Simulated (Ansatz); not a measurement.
HfGeS$_{4}$:
```yaml
crystal:
  lattice:
    - [-4.17378, 4.17378, 3.80879]
    - [4.17378, -4.17378, 3.80879]
    - [4.17378, 4.17378, -3.80879]
  atoms:
    - { symbol: Hf, position: [0.00000, 0.00000, 0.00000] }
    - { symbol: Hf, position: [0.75000, 0.25000, 0.50000] }
    - { symbol: Ge, position: [0.25000, 0.75000, 0.50000] }
    - { symbol: Ge, position: [0.50000, 0.50000, 0.00000] }
    - { symbol: S, position: [0.10193, 0.28636, 0.81557] }
    - { symbol: S, position: [0.03636, 0.72080, 0.68443] }
    - { symbol: S, position: [0.47080, 0.28636, 0.18443] }
    - { symbol: S, position: [0.03636, 0.35193, 0.31557] }
    - { symbol: S, position: [0.64807, 0.96364, 0.68443] }
    - { symbol: S, position: [0.71364, 0.89807, 0.18443] }
    - { symbol: S, position: [0.27920, 0.96364, 0.31557] }
    - { symbol: S, position: [0.71364, 0.52920, 0.81557] }
```

Relaxed with PBE. Special points in fractions of this cell's reciprocal vectors: Γ (0.000, 0.000, 0.000); X (0.000, 0.000, 0.500); M (-0.500, 0.500, 0.500); Z (0.458, 0.458, -0.458); Z0 (-0.458, 0.542, 0.458); P (0.250, 0.250, 0.250); N (0.000, 0.500, 0.000).

Problem. List the band energies nearest the valence-band maximum at these points for plane-wave PAW PBE (Ansatz code).

Solution. In eV from the valence-band maximum; about four levels below and three above (degenerate sets whole), none deeper than 8.9 eV; points with the same levels are listed once.

```json
[
 {"k": "Γ", "below": "-0.52 -0.52 -0.43 -0.28 -0.26", "above": "0.62 2.16 2.30"},
 {"k": "X", "below": "-0.63 -0.63 -0.60 -0.60", "above": "2.04 2.04 2.58 2.58"},
 {"k": "M", "below": "-0.71 -0.71 -0.60 -0.60", "above": "2.39 2.39 2.76 2.76"},
 {"k": "Z", "below": "-0.77 -0.63 -0.55 -0.55", "above": "1.99 2.50 2.58"},
 {"k": "P", "below": "-0.97 -0.97 -0.53 -0.53", "above": "1.99 1.99 3.02 3.02"},
 {"k": "N", "below": "-0.77 -0.68 -0.50 -0.16", "above": "1.66 2.23 2.50"}
]
```

Space group I4_1/amd. The start of the workflow was typed in or built on a structure type; neither database checked (COD, Materials Project) lists it. Whether it is the stable phase at ambient conditions was not checked. Symmetry was held in the PBE relaxation; its stability against distortions is not shown here. The run is not spin-polarised. Spin–orbit coupling is left out wherever it is not named.

Potentials: the earlier of the program's two PAW sets.
